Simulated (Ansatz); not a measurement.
Problem. Name crystals whose computed values (LDA (plane waves, PAW; program Ansatz)) fall in these windows: highest Γ mode, no LO–TO term (cm⁻¹) 140 to 200; B₀ by P(V) fit (GPa) 56 to 69.

Solution. 

| crystal | highest Γ mode, no LO–TO term (cm⁻¹) | B₀ by P(V) fit (GPa) |
|---|---|---|
| Te2Pt, P-3m1 (Te on 2d, Pt on 1a) | 173 | 62.7 |
| CuI, zinc blende | 155 | 56.7 |
| Ga, P2_1/m (Ga on 2e) | 196 | 65.8 |
Others may fit too.

Not the usual ambient phase: Ga, P2_1/m (Ga on 2e). Weakly bound layers, chains or molecules computed without a dispersion correction, so cells and soft constants are ill determined: Te2Pt, P-3m1 (Te on 2d, Pt on 1a). All cells were relaxed under the symmetry of their starts (and spin orders); stability against distortions was not tested throughout. Named crystals with no word on spin ran without spin polarisation. Scalar-relativistic: spin–orbit coupling is off unless named, which matters more the heavier the elements.

Potentials: the earlier of the program's two PAW sets. The files were generated under PBE; for other functionals the program regenerates the frozen cores, and for LDA and PBEsol the local potential too.
